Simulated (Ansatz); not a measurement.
Structures of SrMo: which is lowest?

Plane-wave DFT in Ansatz with scalar-relativistic PAW potentials, cutoff 420 eV, Γ-centred meshes chosen by cell and gap, Gaussian smearing with energies taken to zero width. Every cell was relaxed (cell and atoms) in a run of its own, within the symmetry of its start. Functional: PBE.

Relaxed structures (starts from databases or built by putting these elements on another compound's sites):
A. P4/mmm, 2 atoms in the computed cell, a = 2.913 Å, c = 5.425 Å; sites (symmetry × multiplicity) Sr 4/mmm × 1, Mo 4/mmm × 1; start: built
B. Cmcm, 4 atoms in the computed cell, a = 5.526 Å, b = 12.015 Å, c = 3.603 Å; sites (symmetry × multiplicity) Sr m2m × 4, Mo m2m × 4; start: built

Problem. Rank them by energy. Could pressure change the order?

Solution.
| structure | group | E − E(lowest) (meV/atom) | V (Å³/atom) | gap on mesh (eV) |
| --- | --- | --- | --- | --- |
| B | Cmcm | 0.0 | 29.90 | 0.00 |
| A | P4/mmm | 509 | 23.02 | 0.00 |

B is lowest, 509 meV/atom under A. A is denser by 6.88 Å³/atom, so pressure favours it: ΔE/ΔV, with ΔE in eV and 1 eV/Å³ = 160.2 GPa, gives about 12 GPa for equal enthalpy if both cells were rigid, a rough figure since the two compress differently. Other structures may lie lower than all of these, and vibrations aren't counted.